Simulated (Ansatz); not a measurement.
A scan (energy over volume and axial ratio; atoms clamped) gave these values. Computed with PBE (plane waves to 420 eV, PAW, scalar-relativistic; Ansatz, a first-principles code).

| Item | Result |
|---|---|
| Modulus against c/a change at fixed volume, (3/4V)·∂²E/∂(ln c/a)² (fit, atoms clamped) | 200 GPa, an upper bound as the atoms could relax |

### Question
Of these crystals, all scanned alike, which one is it?
A) Os (hcp, Mg type)
B) WSi₂ (MoSi2 type, space group I4/mmm)
C) TiAl₃ (D022 type, space group I4/mmm)
D) Lu (hcp, Mg type)

### Answer
B, WSi₂ (MoSi2 type, space group I4/mmm). The others have, for the modulus against c/a change at fixed volume, (3/4V)·∂²E/∂(ln c/a)²: Lu 38 GPa, Os 295 GPa, TiAl3 89 GPa

All were relaxed with their symmetry unable to fall. Lu is run without spin polarisation. Os is run without spin polarisation. Spin-orbit coupling is left out. TiAl3 is run without spin polarisation. WSi2 is run without spin polarisation. As the atoms are clamped, bonds stretch with the cell, which overstates energies and stresses. With partly filled bands, the response to shear is sensitive to the k mesh, so small differences along c/a are uncertain.

(A scan under strain: stresses follow from slopes of the energy per volume, elastic moduli from its curvatures.)
